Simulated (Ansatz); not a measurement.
# YNb₆Sn₆: ¹¹⁹Sn Mössbauer parameters

Cell: a measured structure from the Crystallography Open Database (COD), ions relaxed with PBE at fixed cell.

```xyz
13
Lattice="5.7498 0.0000 0.0000 -2.8749 4.9795 0.0000 0.0000 0.0000 9.5003" Properties=species:S:1:pos:R:3 pbc="T T T"
Y     0.0000    0.0000    4.7501
Nb    2.8749    0.0000    2.3827
Nb    1.4374    2.4897    2.3827
Nb   -1.4374    2.4897    2.3827
Nb   -1.4374    2.4897    7.1176
Nb    1.4374    2.4897    7.1176
Nb    2.8749    0.0000    7.1176
Sn    0.0000    0.0000    1.6122
Sn    0.0000    0.0000    7.8881
Sn    2.8749    1.6598    0.0000
Sn    0.0000    3.3196    0.0000
Sn    2.8749    1.6598    4.7501
Sn    0.0000    3.3196    4.7501
```

Atoms are numbered from 1 in the order listed; like atoms form one site, named after its first atom.

The numbers come from a DFT calculation in Ansatz (r2SCAN, plane waves and PAW, scalar-relativistic, 500 eV cutoff, Γ-centred 7×7×4 k-points, Fermi–Dirac smearing 0.05 eV).

Isomer shifts (against SnO₂) follow from the electron density at the nucleus, δ = α(ρ − ρ₀), with α = 0.093 mm s⁻¹ a₀³ and ρ₀ = 183072.84 a₀⁻³ from a line fitted to 8 measured compounds at this level of theory (rms miss 0.14 mm/s). ΔE_Q = ½eQV_zz(1 + η²/3)^½ with Q = -0.132 b for the 23.9 keV state.

Task: Where do the absorption lines lie?

Result: Sn8 (2 atoms a cell): δ = 1.72, |ΔE_Q| = 1.34 mm/s, a doublet at 1.05 and 2.39 mm/s; Sn10 (2 atoms a cell): δ = 1.90, |ΔE_Q| = 2.19 mm/s, a doublet at 0.81 and 3.00 mm/s; Sn12 (2 atoms a cell): δ = 1.70, |ΔE_Q| = 1.74 mm/s, a doublet at 0.83 and 2.57 mm/s. Sites whose lines lie closer than the usual line width (about 0.8 mm/s) merge into common lines in a spectrum.

The run finds no gap above 0.1 eV (a metal, or nearly one), so the gradients can move by 10 % or more with the k-mesh. Without spin–orbit coupling (the program notes it for Nb, Sn and Y) the gradients can shift somewhat, as the gap is small. With these PAW files V_zz is typically within 2 to 3 % of all-electron values, but misses above 10 % occur on Sn.
